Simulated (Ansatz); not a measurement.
# Spin-resolved density of states of GdSi2 (P6/mmm)

Geometry: a structure from the Materials Project; nothing is relaxed.

Settings: LDA, 8×8×7 k mesh, Fermi–Dirac smearing of 0.05 eV. LAPW is all-electron LAPW in Ansatz 0.2.0. Site moments are integrated in spheres about the atoms.

The run was typed so:

```yaml
crystal:
  lattice:
    - [4.0593057695, 0.0, 0.0]
    - [-2.0296528848, 3.5154619181, 0.0]
    - [0.0, 0.0, 4.07149625]
  atoms:
    - { symbol: Gd, position: [0.0, 0.0, 0.0], spin: 6.8 }
    - { symbol: Si, position: [0.6666666667, 0.3333333333, 0.5] }
    - { symbol: Si, position: [0.3333333333, 0.6666666667, 0.5] }
magnetization:
  spin_polarized: true
kpoints:
  mp_grid: { grid: [8, 8, 7] }
scf:
  occupations: { method: fermi_dirac, width: 0.05 }
hamiltonian:
  xc: lda
  pseudopotentials: { kind: all_electron, lapw: { basis_error: 0.001 } }
output:
  forces: true
  stress: true
  eigenvalues: false
  populations: true
  dos: { projected: true, de: 0.1, e_range: [-8, 5] }
```

Command: `ansatz run input.yaml --threads 2 --pin off --max-ram 6144MiB --backend cpu --events-out ev --progress --plain --runs-dir out`

Density of states, smoothed by a Gaussian of 0.15 eV:

| E − E_F (eV) | majority (states/eV/cell) | minority (states/eV/cell) |
| --- | --- | --- |
| -7.00 | 0.26 | 0.26 |
| -6.60 | 0.20 | 0.20 |
| -6.20 | 0.18 | 0.17 |
| -5.80 | 0.22 | 0.19 |
| -5.40 | 0.36 | 0.33 |
| -5.00 | 0.51 | 0.37 |
| -4.60 | 1.38 | 0.88 |
| -4.20 | 8.51 | 0.82 |
| -3.80 | 7.71 | 0.62 |
| -3.40 | 1.08 | 0.64 |
| -3.00 | 0.82 | 0.65 |
| -2.60 | 0.98 | 0.84 |
| -2.20 | 0.75 | 0.76 |
| -1.80 | 0.56 | 0.59 |
| -1.40 | 0.63 | 0.63 |
| -1.00 | 0.51 | 0.63 |
| -0.60 | 0.18 | 0.43 |
| -0.20 | 0.58 | 1.42 |
| 0.20 | 1.12 | 1.27 |
| 0.60 | 0.63 | 6.64 |
| 1.00 | 0.68 | 8.18 |
| 1.40 | 0.91 | 1.79 |
| 1.80 | 0.99 | 1.05 |
| 2.20 | 0.95 | 1.10 |
| 2.60 | 1.28 | 0.99 |
| 3.00 | 1.33 | 1.25 |
| 3.40 | 1.60 | 1.20 |
| 3.80 | 1.66 | 1.32 |

Q: What spin moment does the cell carry?

A: 6.64 μB. Site moments (μB): Gd1 6.83, Si2 -0.06, Si3 -0.06.

Löwdin populations of d and f shells (filled inner shells left out):

```json
{"shell": "Gd1 5d", "up": "1.21", "down": "1.10"}
{"shell": "Gd1 4f", "up": "6.98", "down": "0.22"}
```

Further occupied bands lie below the window, the nearest with its top at -9.0 eV.

Without U a semilocal functional puts the f levels too near the Fermi level, which can change moments and the order of magnetic states; site and cell moments are spin moments. Spin–orbit coupling is left out although heavy atoms are present. With open f shells a run can end in a state that isn't the lowest. These are results for the start and cell typed. The real compound can order otherwise, in a larger cell, or not at all, since semilocal functionals without spin fluctuations often overstate magnetism; near a collapse of the moment, mesh and smearing move it by tens of per cent.
